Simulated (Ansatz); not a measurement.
# A relaxed cell of Rb2PdO2 against its rivals

Atoms and cell were relaxed at zero pressure (0.4 % in volume from the start). The relaxed cell:

```xyz
5
Lattice="0.0000 4.2467 0.0000 4.2467 0.0000 0.0000 2.1233 2.1233 -6.8680" Properties=species:S:1:pos:R:3 pbc="T T T"
Rb    2.1233    2.1233   -2.0733
Rb    4.2467    4.2467   -4.7947
O     2.1233    2.1233   -4.9975
O     4.2467    4.2467   -1.8705
Pd    0.0000    0.0000    0.0000
```

Space group I4/mmm (No. 139); conventional cell a = 4.247 Å, b = 4.247 Å, c = 13.736 Å, α = 90.00°, β = 90.00°, γ = 90.00°.

Computed with plane-wave PAW DFT (Ansatz 0.2.0): PBE, 420 eV cutoff, 7×7×7 Γ-centred mesh, fermi-dirac occupations of width 0.100 eV. Spin: none; no U, no spin-orbit coupling.

Problem. What is its formation energy?

Solution. -0.809 eV an atom at 0 K against the elements' lowest computed crystals and the free molecules of gases, with no empirical correction.

Problem. Is it stable against splitting into other phases?

Solution. Among the phases that we computed and relaxed alike, the lowest mixture with other formulas is 20 % Pd + 80 % RbO (shares of atoms). The cell lies 22 meV an atom below it, so this formula doesn't split. No lower structure of the same formula is in the table beyond the error of 20 meV, so it is stable at this level.

The start was: a known structure type with other elements put in, at an estimated volume. An invented cell need not be a known compound.

Caveats: differences under 20 meV an atom lie within the error of meshes and cutoff; no moments were allowed, so a magnetic state may lie lower; the relaxation keeps the start's symmetry, so a distorted cell may lie lower; a metal without spin among anions, where moments or a distortion may lower the energy.
